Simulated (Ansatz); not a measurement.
A relaxed cell of SnSe$_{2}$ (P-3m1 (No. 164)), relaxed on a k-mesh at least as fine as the one used below. Level of theory: r2SCAN (plane waves to 500 eV, PAW, scalar-relativistic; Ansatz, a quantum-chemistry and plane-wave program). Γ-centred k-mesh 4×7×4 on the run's cell (coarser than for final values), Fermi–Dirac smearing 0.05 eV.

```yaml
crystal:
  lattice:
    - [7.68099, 0.00000, 0.00000]
    - [-1.92025, 3.32597, 0.00000]
    - [0.00000, 0.00000, 6.52513]
  atoms:
    - { symbol: Sn, position: [0.00000, 0.00000, 0.00000] }
    - { symbol: Sn, position: [0.50000, 0.00000, 0.00000] }
    - { symbol: Se, position: [0.16667, 0.66667, 0.24123] }
    - { symbol: Se, position: [0.66667, 0.66667, 0.24123] }
    - { symbol: Se, position: [0.33333, 0.33333, 0.75877] }
    - { symbol: Se, position: [0.83333, 0.33333, 0.75877] }
```

The atoms are displaced by (Å):

| atom | ux | uy | uz |
|---|---|---|---|
| Sn1 | 0.043 | 0.023 | -0.007 |
| Sn2 | -0.010 | -0.019 | -0.081 |
| Se3 | -0.011 | 0.040 | 0.106 |
| Se4 | 0.056 | -0.131 | -0.171 |
| Se5 | -0.112 | -0.070 | -0.019 |
| Se6 | -0.018 | -0.129 | -0.091 |

Q: What forces (eV/Å) and pressure result?

A: 
| atom | Fx | Fy | Fz |
|---|---|---|---|
| Sn1 | -0.61 | -0.40 | 0.24 |
| Sn2 | 0.09 | -0.48 | -0.11 |
| Se3 | 0.06 | -0.18 | -0.91 |
| Se4 | -0.20 | 0.56 | 0.84 |
| Se5 | 0.38 | 0.21 | -0.40 |
| Se6 | 0.27 | 0.30 | 0.34 |

Pressure +0.2 GPa.

Q: Estimate the energy cost of the displacement in the harmonic approximation and compare with the calculation.

A: For a harmonic well ΔE = −½ Σ F·u = 0.238 eV a cell, or 40 meV/atom. The calculated energy relative to the undisplaced cell is +0.039 eV/atom, so the harmonic estimate holds well.

No spin polarisation in the result.

The run that gave the undisplaced cell could not lose the symmetry of its start.
